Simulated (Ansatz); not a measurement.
## Trigonal deformation path in AlNi

All numbers below come from DFT PBEsol, scalar-relativistic, plane waves, PAW in Ansatz. Settings: plane waves to 420 eV, k-mesh 18×18×18 (Γ-centred), Gaussian smearing 0.15 eV. No spin polarisation. A magnetic state may lie lower. Energies are free energies at this smearing, counted from the undisturbed cell; pressure is positive in compression.

The starting cell (as given, not relaxed at this level; it stands at -3.2 GPa, and it needn't be the usual structure):

```yaml
crystal:
  lattice:
    - [2.88100, 0.00000, 0.00000]
    - [0.00000, 2.88100, 0.00000]
    - [0.00000, 0.00000, 2.88100]
  atoms:
    - { symbol: Al, position: [0.00000, 0.00000, 0.00000] }
    - { symbol: Ni, position: [0.50000, 0.50000, 0.50000] }
```

At fixed volume and fractional coordinates, lengths along (0.577, 0.577, 0.577) are scaled against those across it; ρ is that ratio over its starting value. The cell is metallic on the mesh throughout. At ρ = 2.000 the cell becomes cubic (Fm-3m), and there the slope of the energy vanishes by symmetry.

**Question.** Over the sampled range (0.500 to 2.000), is the undisturbed cell the lowest point?

**Answer.** Yes, every other sampled point lies higher.

The scan:

| ρ | ΔE (meV/atom) |
| --- | --- |
| 0.500 | 6003.8 |
| 0.710 | 1072.6 |
| 1.000 | 0.0 |
| 1.410 | 421.5 |
| 2.000 | 795.2 |